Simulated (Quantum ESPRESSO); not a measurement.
## Pd2Ag2Sn2TaRh (input and log of a self-consistent run)

Simulated, not a measurement. The program is pw.x of Quantum ESPRESSO 7.5 (plane-wave density functional theory). The cell is made up: eight metal atoms on a hexagonal close-packed lattice, with elements, volume, strain and displacements drawn at random and not relaxed, so it may be unstable or far from any real phase. PseudoDojo standard norm-conserving files set the functional (PBE unless stated); there is no spin polarisation or spin-orbit coupling, the Fermi-Dirac width of 0.25 eV means electrons at about 2900 K, and the masses in the input are unused placeholders. The tin pseudopotential is less sure than most, with forces differing by about three percent from a second method on plain tin. Heavy elements are run without spin-orbit coupling, which real alloys of them have. A spin test at this wide smearing found no moment, but such smearing suppresses magnetism that the real alloy may have.

Input:

```
&control calculation='scf', pseudo_dir='./dojo.nc.sr.pbe.v0_5.standard.upf', outdir='./o', disk_io='medium', tprnfor=.true., tstress=.true. /
&system ibrav=0, nat=8, ntyp=5, nbnd=79, ecutwfc=87.97787729, nosym=.true., tot_charge=0,
 occupations='smearing', smearing='fd', degauss=0.0183746611
/
&electrons conv_thr=1.470e-08, electron_maxstep=70, mixing_beta=0.5 /
ATOMIC_SPECIES
Ag 1.0 Ag.upf
Pd 1.0 Pd.upf
Rh 1.0 Rh.upf
Sn 1.0 Sn.upf
Ta 1.0 Ta.upf
CELL_PARAMETERS angstrom
4.5584 -2.5884 -0.0124
-3.0611 -0.0609 -4.7449
3.1379 5.3482 0.0184
ATOMIC_POSITIONS angstrom
Pd -0.0787 0.0915 0.1517
Ag 1.4691 2.7386 -0.0155
Pd 0.0444 1.7841 -2.3399
Sn 1.7676 4.4785 -2.4583
Ta 2.8728 0.0601 -0.1574
Sn 4.7215 2.8331 0.0736
Ag 1.6275 -0.7951 -2.4471
Rh 2.9082 1.7649 -2.2979
K_POINTS automatic
5 5 4 1 1 1
```

The log is shortened where brackets say so; the opening notice, blank lines, dates and the lines on written files are dropped, and the path of the files is cut. It prints rydbergs, bohrs and kilobars, and counts compression as positive stress. Its total energy is the free energy E - TS of the whole cell.

```
     Program PWSCF v.7.5
     Parallel version (MPI & OpenMP), running on       1 processor cores
     Number of MPI processes:                 1
     Threads/MPI process:                     1
     [start-up lines left out]
     bravais-lattice index     =            0
     lattice parameter (alat)  =       9.9060  a.u.
     unit-cell volume          =    1041.0353 (a.u.)^3
     number of atoms/cell      =            8
     number of atomic types    =            5
     number of electrons       =       132.00
     number of Kohn-Sham states=           79
     kinetic-energy cutoff     =      87.9779  Ry
     charge density cutoff     =     351.9115  Ry
     scf convergence threshold =      1.5E-08
     mixing beta               =       0.5000
     number of iterations used =            8  plain     mixing
     Exchange-correlation= PBE
                           (   1   4   3   4   0   0   0)
     [axes and pseudopotential details left out]
   Cartesian axes
     site n.     atom                  positions (alat units)
         1        Pd     tau(   1) = (  -0.0150132   0.0174550   0.0289391  )
         2        Ag     tau(   2) = (   0.2802535   0.5224302  -0.0029569  )
         3        Pd     tau(   3) = (   0.0084700   0.3403446  -0.4463721  )
         4        Sn     tau(   4) = (   0.3371970   0.8543430  -0.4689587  )
         5        Ta     tau(   5) = (   0.5480310   0.0114650  -0.0300265  )
         6        Sn     tau(   6) = (   0.9006990   0.5404576   0.0140403  )
         7        Ag     tau(   7) = (   0.3104708  -0.1516776  -0.4668221  )
         8        Rh     tau(   8) = (   0.5547841   0.3366819  -0.4383599  )
     number of k points=    50  Fermi-Dirac smearing, width (Ry)=  0.0184
                       cart. coord. in units 2pi/alat
        k(    1) = (   0.1383285   0.0420475  -0.2002575), wk =   0.0400000
        k(    2) = (   0.2426571   0.2261131  -0.2699260), wk =   0.0400000
     [further k points left out]
     Dense  grid:   116069 G-vectors     FFT dimensions: (  60,  64,  72)
     Estimated max dynamical RAM per process >     223.22 MB
     Initial potential from superposition of free atoms
     starting charge     131.9941, renormalised to     132.0000
     Starting wfcs are   76 randomized atomic wfcs +    3 random wfcs
     total cpu time spent up to now is       30.9 secs
     per-process dynamical memory:   119.1 Mb
     Self-consistent Calculation
     iteration #  1     ecut=    87.98 Ry     beta= 0.50
     Davidson diagonalization with overlap
     ethr =  1.00E-02,  avg # of iterations =  3.0
     total cpu time spent up to now is      126.3 secs
     total energy              =   -1837.81757088 Ry
     estimated scf accuracy    <       6.91717721 Ry
     iteration #  2     ecut=    87.98 Ry     beta= 0.50
     Davidson diagonalization with overlap
     ethr =  5.24E-03,  avg # of iterations =  3.0
     total cpu time spent up to now is      257.6 secs
     total energy              =   -1839.06883986 Ry
     estimated scf accuracy    <      30.93360471 Ry
     iteration #  3     ecut=    87.98 Ry     beta= 0.50
     Davidson diagonalization with overlap
     ethr =  5.24E-03,  avg # of iterations =  2.0
     total cpu time spent up to now is      341.1 secs
     total energy              =   -1841.82856604 Ry
     estimated scf accuracy    <       8.06213555 Ry
     iteration #  4     ecut=    87.98 Ry     beta= 0.50
     Davidson diagonalization with overlap
     ethr =  5.24E-03,  avg # of iterations =  2.0
     total cpu time spent up to now is      424.7 secs
     total energy              =   -1842.00364638 Ry
     estimated scf accuracy    <       1.33441533 Ry
     iteration #  5     ecut=    87.98 Ry     beta= 0.50
     Davidson diagonalization with overlap
     ethr =  1.01E-03,  avg # of iterations =  2.0
     total cpu time spent up to now is      544.3 secs
     total energy              =   -1841.99667754 Ry
     estimated scf accuracy    <       0.34951012 Ry
     [iterations 6 to 10 left out]
     iteration # 11     ecut=    87.98 Ry     beta= 0.50
     Davidson diagonalization with overlap
     ethr =  5.11E-07,  avg # of iterations =  2.3
     total cpu time spent up to now is     1045.1 secs
     total energy              =   -1842.04808609 Ry
     estimated scf accuracy    <       0.00016270 Ry
     iteration # 12     ecut=    87.98 Ry     beta= 0.50
     Davidson diagonalization with overlap
     ethr =  1.23E-07,  avg # of iterations =  2.0
     total cpu time spent up to now is     1121.1 secs
     total energy              =   -1842.04810838 Ry
     estimated scf accuracy    <       0.00001526 Ry
     iteration # 13     ecut=    87.98 Ry     beta= 0.50
     Davidson diagonalization with overlap
     ethr =  1.16E-08,  avg # of iterations =  1.2
     total cpu time spent up to now is     1195.8 secs
     total energy              =   -1842.04810958 Ry
     estimated scf accuracy    <       0.00000026 Ry
     iteration # 14     ecut=    87.98 Ry     beta= 0.50
     Davidson diagonalization with overlap
     ethr =  1.95E-10,  avg # of iterations =  2.5
     total cpu time spent up to now is     1276.0 secs
     total energy              =   -1842.04810965 Ry
     estimated scf accuracy    <       0.00000010 Ry
     iteration # 15     ecut=    87.98 Ry     beta= 0.50
     Davidson diagonalization with overlap
     ethr =  7.36E-11,  avg # of iterations =  2.0
     total cpu time spent up to now is     1350.8 secs
     End of self-consistent calculation
     [lines on levels left out]
!    total energy              =   -1842.04810965 Ry
     estimated scf accuracy    <       0.00000001 Ry
     smearing contrib. (-TS)   =      -0.08174868 Ry
     internal energy E=F+TS    =   -1841.96636097 Ry
     The total energy is F=E-TS. E is the sum of the following terms:
     one-electron contribution =    -680.76704982 Ry
     hartree contribution      =     416.26021272 Ry
     xc contribution           =    -332.73420773 Ry
     ewald contribution        =   -1244.72531615 Ry
     convergence has been achieved in  15 iterations
     Forces acting on atoms (cartesian axes, Ry/au):
     atom    1 type  2   force =     0.00707590    0.01294038   -0.02249863
     atom    2 type  1   force =     0.00226467   -0.00731197    0.00400355
     atom    3 type  2   force =    -0.01448292   -0.00122711   -0.00298020
     atom    4 type  4   force =    -0.00908511    0.01349676    0.06184698
     atom    5 type  5   force =     0.04249559    0.04976650   -0.02046322
     atom    6 type  4   force =    -0.03922247   -0.05636484   -0.03939984
     atom    7 type  1   force =    -0.01507806   -0.00037433   -0.01024167
     atom    8 type  3   force =     0.02603240   -0.01092539    0.02973302
     Total force =     0.134502     Total SCF correction =     0.000466
     Computing stress (Cartesian axis) and pressure
          total   stress  (Ry/bohr**3)                   (kbar)     P=      -60.98
  -0.00055855   0.00006879  -0.00003012          -82.17       10.12       -4.43
   0.00006879  -0.00051735   0.00022885           10.12      -76.11       33.66
  -0.00003012   0.00022885  -0.00016765           -4.43       33.66      -24.66
     init_run     :     28.27s CPU     30.76s WALL (       1 calls)
     electrons    :   1248.41s CPU   1319.94s WALL (       1 calls)
     forces       :     13.38s CPU     13.54s WALL (       1 calls)
     stress       :     44.91s CPU     46.50s WALL (       1 calls)
     [timing details left out]
     PWSCF        :  22m15.34s CPU  23m32.58s WALL
     JOB DONE.
```

In other units: free energy -25062.341 eV for the cell, pressure -6.10 GPa, largest force component 1.590 eV/Å in size. The run took 1414 s of wall time with one process on a shared machine (AMD EPYC, Zen 5, virtual cores), so the time is rough. A rerun of this cell at a higher cutoff and on a denser mesh moved values by no more than 0.002 eV in energy, 0.03 GPa in stress and 0.006 eV/Å in force, and a second program with other atomic files agreed on that cell to 2 % rms in force and 0.5 GPa in pressure.